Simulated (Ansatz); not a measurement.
WS2: which input changes reach the field gradients?

Cell: a COD entry (the entry's cell lengths or inner coordinates differ somewhat from later room-temperature determinations).

Space group P6_3/mmc (No. 194); a = 3.1800, c = 12.5000 Å, γ = 120.00°.

| site | Wyckoff | site symmetry | x | y | z |
| --- | --- | --- | --- | --- | --- |
| W | 2c | -6m2 | 0.3333 | 0.6667 | 0.2500 |
| S | 4f | 3m. | 0.3333 | 0.6667 | 0.6250 |

One atom of each set is listed.

Reference run. Method: Kohn–Sham DFT in Ansatz, PBE, plane waves and PAW, scalar-relativistic, collinear spin, 420 eV cutoff, Γ-centred 11×11×3 k-points, Fermi–Dirac smearing 0.02 eV. Start moments as typed (μB): 2 on each W, none on the rest.

It gives V_zz (10²¹ V/m²) W -17.91 (η 0.00), S -4.71 (η 0.00). Each of these runs changes the input as listed (caps on SCF iterations aside):

A. hamiltonian.pseudopotentials: {kind: paw} → {kind: paw, source: ansatz}; scf.mixing.algorithm: not typed → anderson; scf.mixing.beta: not typed → 0.1
B. scf.n_extra_bands: not typed → 0; scf.occupations: {method: fermi_dirac, width: 0.02} → {method: fermi_dirac, width: 0.3}
C. scf.algorithm: not typed → direct_min

Problem. How does each run end, and how far do the gradients move?

Solution. 

```
run     W V_zz (η)    S V_zz (η)  largest change of a gradient tensor, all atoms                                                                                                                                                                                 note
  A  -17.09 (0.00)  -4.74 (0.00)                                            0.82                                                                                                                             converged; another set of PAW files; cutoff taken 760 eV
  B              –             –                                               –  refused: inconsistent input (scf.n_extra_bands): n_bands = 26 cannot host the net starting moment |Σ_I m_I| = 4.0000 μB: with N_el = 52 the majority spin channel must hold (N_el …
  C  -17.91 (0.00)  -4.71 (0.00)                                            0.00                                                                                                                                                                            converged
```

Run A moves them most, on W (V_zz from -17.91 to -17.09). Run B holds no extra empty bands under a smearing of 0.3 eV.

In run A the shift comes from hamiltonian.pseudopotentials: the other keys steer the path to self-consistency or leave the density as it is.

On the reference run: Without spin–orbit coupling the gradients at and beside W can be off by some per cent, at some sites by more. The start moments die out, and the run ends without spin.
